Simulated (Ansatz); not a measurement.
The calculation used DFT PBE, scalar-relativistic, plane waves, PAW (Ansatz 0.2.0). All cells share a 420 eV cutoff and Γ-centred k meshes spaced at most about 0.3 Å⁻¹ (about 0.25 or finer for metals, 2π included). No spin polarisation in the final relaxations.

All energies are static (0 K, no zero-point motion). All come from trial cells, and lower structures may exist.

**Question.** Which of these relaxed structures of HfBe2Si2 is the lowest in energy?
A.

```xyz
5
Lattice="3.7850 0.0000 0.0000 -1.8925 3.2779 0.0000 0.0000 0.0000 5.8271" Properties=species:S:1:pos:R:3 pbc="T T T"
Hf    0.0000    0.0000    0.0000
Be    0.0000    2.1853    1.6929
Be    1.8925    1.0926    4.1342
Si    0.0000    2.1853    4.1131
Si    1.8925    1.0926    1.7140
```

B.

```xyz
5
Lattice="-1.8307 1.8307 4.7324 1.8307 -1.8307 4.7324 1.8307 1.8307 -4.7324" Properties=species:S:1:pos:R:3 pbc="T T T"
Hf    0.0000    0.0000    0.0000
Be    0.0000    0.0000    3.7296
Be    0.0000    0.0000    5.7352
Si    0.0000    1.8307    2.3662
Si    1.8307    0.0000    2.3662
```

C.

```xyz
5
Lattice="-1.8248 1.8248 5.0432 1.8248 -1.8248 5.0432 1.8248 1.8248 -5.0432" Properties=species:S:1:pos:R:3 pbc="T T T"
Hf    0.0000    0.0000    5.0432
Be    0.0000    1.8248    2.5216
Be    1.8248    0.0000    2.5216
Si    0.0000    0.0000    1.1704
Si    0.0000    0.0000    8.9161
```

D.

```xyz
5
Lattice="3.2862 -1.8933 0.0000 3.2862 1.8933 0.0000 -0.7194 0.0000 5.7175" Properties=species:S:1:pos:R:3 pbc="T T T"
Hf    0.0000    0.0000    0.0000
Be    1.4241    0.0000    3.9615
Be    4.4289    0.0000    1.7560
Si    2.2497    0.0000    1.7236
Si    3.6034    0.0000    3.9939
```

**Answer.** D. It has space group C2/m (No. 12); the next, A, with space group P-3m1 (No. 164), lies 21 meV/atom higher. Counting Si atoms around Be and Hf (those within 1.25 times the shortest such distance or 1.15 times the sum of covalent radii; a plus sign parts nearer from farther groups), the lowest has Hf 6, Be 4 and the next has Hf 6, Be 3+1.

Spin–orbit coupling, which can matter for Hf, is left out. Cells relaxed within their symmetry can be saddle points. The C2/m cell of HfBe2Si2 came from shaking the P-3m1 one. Some types were kept out of the candidates beforehand, so the set may lack a known form.
